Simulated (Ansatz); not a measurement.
Structure types of Fe compared at 1.5 GPa

Structure types of Fe are relaxed in primitive cells with their symmetry kept at 1.5 GPa, first on PAW files, then by LAPW. The enthalpy is E + pV at zero temperature, without zero-point motion. Only the types listed were tried, and differences under about 5 meV/atom are mesh noise. Not among the end structures: fcc, which may lie lower.

Computed with Ansatz 0.2.0; functional PBEsol, scalar-relativistic. Settings: Fermi–Dirac smearing of 0.1 eV, spin-polarised from start moments Fe 2.5 μB. Methods: LAPW: all electrons, basis error target 0.5 meV/atom; PAW: frozen-core files, cutoff 420 eV.

k meshes: bcc 19×19×19, hcp 18×18×10, diamond 14×14×14, beta tin 18×18×18, omega 9×9×13.

Other magnetic orders may lie lower. The PAW files were made under PBE.

**Question.** Order the types by LAPW enthalpy, lowest first.
A. bcc
B. diamond
C. omega
D. hcp
E. beta tin

**Answer.** D (0 meV/atom), A (34 meV/atom), C (151 meV/atom), E (633 meV/atom), B (1358 meV/atom).

```json
{"start type": "bcc", "ends as": "bcc, Im-3m", "a, b, c (Å)": "2.781, 2.781, 2.781", "V (Å³/atom)": "10.75", "H − H(lowest), LAPW (meV/atom)": "34.2", "same, PAW": "38.3", "moment (μB/atom)": "2.08"}
{"start type": "hcp", "ends as": "hcp, P6_3/mmc", "a, b, c (Å)": "2.426, 2.426, 3.838", "V (Å³/atom)": "9.78", "H − H(lowest), LAPW (meV/atom)": "0.0", "same, PAW": "0.0", "moment (μB/atom)": "0.00"}
{"start type": "diamond", "ends as": "diamond, Fd-3m", "a, b, c (Å)": "4.793, 4.793, 4.793", "V (Å³/atom)": "13.76", "H − H(lowest), LAPW (meV/atom)": "1358.5", "same, PAW": "1359.4", "moment (μB/atom)": "0.00"}
{"start type": "beta tin", "ends as": "beta tin, I4_1/amd", "a, b, c (Å)": "4.434, 4.434, 2.385", "V (Å³/atom)": "11.72", "H − H(lowest), LAPW (meV/atom)": "633.2", "same, PAW": "639.7", "moment (μB/atom)": "2.13"}
{"start type": "omega", "ends as": "omega, P6/mmm", "a, b, c (Å)": "3.871, 3.871, 2.371", "V (Å³/atom)": "10.26", "H − H(lowest), LAPW (meV/atom)": "151.5", "same, PAW": "155.1", "moment (μB/atom)": "0.46"}
```
